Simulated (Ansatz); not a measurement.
CdSe (wurtzite)

```xyz
4
Lattice="4.3828 0.0000 0.0000 -2.1914 3.7956 0.0000 0.0000 0.0000 7.1560" Properties=species:S:1:pos:R:3 pbc="T T T"
Cd     2.1914     1.2652     0.0031
Cd     0.0000     2.5304     3.5811
Se     2.1914     1.2652     4.4708
Se     0.0000     2.5304     0.8928
```

The slice is a (-1 1 0 2) plane (indices of the conventional cell) through the point (0.667, 0.333, 0.625) (fractional), spanned by u = [110] and v = [1 -1 1] in vectors of this cell: u (4.38 Å) and v (10.43 Å, at 90° to u). It covers one period; positions are fractions (u, v).

Calculation: PBE (plane waves to 420 eV, PAW, scalar-relativistic; Ansatz, a first-principles code). k mesh 9×9×5. These are valence fields of a PAW run, semicore shells included where kept as valence: close to a nucleus they are smooth pseudo fields. CdSe was relaxed with its symmetry unable to fall.

Problem. Predict the map of the electron localisation function (ELF) on the slice.

Solution. 
```
v \ u  0.00  0.08  0.17  0.25  0.33  0.42  0.50  0.58  0.67  0.75  0.83  0.92
-----  ----  ----  ----  ----  ----  ----  ----  ----  ----  ----  ----  ----
0.86   0.34  0.32  0.27  0.18  0.08  0.02  0.01  0.02  0.08  0.18  0.27  0.32
0.71   0.17  0.18  0.19  0.15  0.07  0.02  0.01  0.02  0.07  0.15  0.19  0.18
0.57   0.77  0.77  0.74  0.58  0.24  0.13  0.13  0.13  0.24  0.58  0.74  0.77
0.43   0.15  0.13  0.12  0.15  0.25  0.40  0.46  0.40  0.25  0.15  0.12  0.13
0.29   0.01  0.01  0.03  0.07  0.13  0.17  0.19  0.17  0.13  0.07  0.03  0.01
0.14   0.51  0.47  0.33  0.15  0.06  0.03  0.03  0.03  0.06  0.15  0.33  0.47
0.00      x     x  0.77  0.76  0.48  0.16  0.11  0.16  0.48  0.76  0.77     x
```

Values: electron localisation function (ELF). Points within 0.5 Å of a nucleus are blanked (x), as the pseudised field means little there.
